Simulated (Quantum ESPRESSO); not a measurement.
Inputs of pw.x and gipaw.x (a modified build of Quantum ESPRESSO, PBE) for BP; the starting potential comes from an earlier run on another mesh:

```
&CONTROL
  calculation = 'scf'
  prefix = 'x'
  pseudo_dir = './pseudo'
  outdir = './out'
  tprnfor = .true.
/
&SYSTEM
  ibrav = 0
  nat = 2
  ntyp = 2
  ecutwfc = 40
  ecutrho = 160
  occupations = 'fixed'
  nbnd = 4
/
&ELECTRONS
  conv_thr = 1e-11
  startingpot = 'file'
/
ATOMIC_SPECIES
B 10.810 B.GGA_PBE-JTH.UPF
P 30.974 P.GGA_PBE-JTH.UPF
CELL_PARAMETERS angstrom
    0.000000000000     2.269000000000     2.269000000000
    2.269000000000     0.000000000000     2.269000000000
    2.269000000000     2.269000000000     0.000000000000
ATOMIC_POSITIONS crystal
B      0.000000000000     0.000000000000     0.000000000000
P      0.250000000000     0.250000000000     0.250000000000
K_POINTS automatic
10 10 10 1 1 1
```

```
&INPUTGIPAW
  job = 'nmr'
  prefix = 'x'
  tmp_dir = './out/'
  restart_mode = 'from_scratch'
  pawproj(1) = .true.
  pawproj(2) = .true.
  use_nmr_macroscopic_shape = .false.
/
```

The cell was made here from an entry of the Crystallography Open Database (unchecked): atoms relaxed with PBE in the measured cell (PBE without dispersion, pw.x of Quantum ESPRESSO, symmetry kept).  Stability against distortions was not tested.

**Question.** Give the final section of the GIPAW output.

**Answer.** 
```
     Total NMR chemical shifts in ppm: ---------------------------------------
     (adopting the Simpson convention for anisotropy and asymmetry)-----------

     Atom  1  B   pos: (  0.000000  0.000000  0.000000)  Total sigma:         123.35
           123.3508         -0.0000         -0.0000
            -0.0000        123.3508         -0.0000
            -0.0000          0.0000        123.3508

     B       1    anisotropy:      0.00    eta:    0.0000
     B       1    sigma_11=    123.35
     B       1    sigma_22=    123.35
     B       1    sigma_33=    123.35

     Atom  2  P   pos: (  0.353553  0.353553  0.353553)  Total sigma:         432.03
           432.0298         -0.0000         -0.0000
            -0.0000        432.0298          0.0000
            -0.0000          0.0000        432.0298

     P       2    anisotropy:     -0.00    eta:    0.0000
     P       2    sigma_11=    432.03
     P       2    sigma_22=    432.03
     P       2    sigma_33=    432.03
```
The printed anisotropy is 3/2 (σ_33 − σ_iso) in the program's own order; the axes are left out here. All sites are cubic, so the anisotropy vanishes by symmetry. Shieldings are absolute and leave out the bulk-susceptibility term; a larger σ means a smaller chemical shift. By our sweeps, such settings leave a few ppm in absolute σ. The datasets of P hold no d projectors, which limits absolute σ on these atoms. Static lattice: thermal averaging is not included.
